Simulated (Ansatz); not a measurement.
GeMo in space group P6/mmm (No. 191; Mo on 3f, Ge on 1a, Ge on 2d) under volume change, DFT-PBE in the program Ansatz with PAW potentials, shape and atoms relaxed at each volume.

```csv
V (Å³/atom),E − E(relaxed) (meV/atom),P (GPa)
16.669,86.3,18.31
17.219,…,…
17.768,8.5,5.11
18.318,0.0,0.00
18.867,…,…
19.417,28.9,-7.97
19.966,61.7,-11.05
```

Question: Some entries are withheld; supply them.

Answer: 
- 17.219, E − E(relaxed) (meV/atom): 36.1
- 17.219, P (GPa): 11.16
- 18.867, E − E(relaxed) (meV/atom): 7.6
- 18.867, P (GPa): -4.32

Question: What does a third-order Birch–Murnaghan fit give for V₀, B₀ and B′?

Answer: V₀ = 18.32 Å³/atom, B₀ = 156 GPa, B′ = 4.6.

A made-up cell: these elements were put on the sites of a structure type; neither database checked (COD, Materials Project) lists it. Its standing as an ambient phase is unchecked. The cell was relaxed with PBE under the symmetry of its start; whether a distortion lowers the energy is not shown. No spin polarisation was allowed.

Potentials: the later of the program's two PAW sets.
